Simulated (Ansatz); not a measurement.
## Lattice vibrations of Mg$_{3}$CdS$_{4}$ at Γ

Level of theory: DFT PBE, scalar-relativistic, plane waves, PAW in Ansatz. Settings: 420 eV plane-wave cutoff, Γ-centred 8×8×8 mesh, fixed occupations. No spin polarisation. Phonons by linear response, acoustic sum rule imposed.

Relaxed structure:
```xyz
8
Lattice="5.3130 0.0000 0.0000 0.0000 5.3130 0.0000 0.0000 0.0000 5.3130" Properties=species:S:1:pos:R:3 pbc="T T T"
Mg    2.6565    0.0000    2.6565
Mg    2.6565    2.6565    0.0000
Mg    0.0000    2.6565    2.6565
Cd    0.0000    0.0000    0.0000
S     0.0000    2.6565    0.0000
S     2.6565    2.6565    2.6565
S     0.0000    0.0000    2.6565
S     2.6565    0.0000    0.0000
```

The structure comes from a generated guess, relaxed at this level; another structure or a mixture of phases may lie lower.

Optical modes at Γ (transverse, no macroscopic field):
```csv
frequency (THz),degeneracy,IR intensity of the level ((D/Å)²/amu)
2.16,3,1.25
3.54,3,0.00
4.82,3,3.71
5.67,3,101.84
6.42,3,0.00
6.92,3,0.66
8.27,3,1.75
```

All 21 optical modes at Γ are real: no displacement of atoms at fixed cell lowers the energy to second order. Strains and modes at other wave vectors aren't tested by this run.

```json
{"Electronic dielectric constant ε∞ (principal values)": "6.36", "Static dielectric constant ε0 (principal values)": "21.8", "Refractive index √ε∞, mean": "2.52", "Kohn–Sham gap on the mesh": "0.52 eV", "Cost": "4.7 min on 4 threads of Arm Neoverse V2, with other jobs on the host, peak memory 4.1 GiB"}
```

Born effective charges (e):
```tsv
atom	Z*xx	Z*yy	Z*zz	mean
Mg (atom 1)	2.41	2.39	2.41	2.40
Cd (atom 4)	2.85	2.85	2.85	2.85
S (atom 5)	-2.42	-2.83	-2.42	-2.56
S (atom 6)	-2.38	-2.38	-2.38	-2.38
```

The modes are given without the long-range field that lifts LO modes in polar crystals.
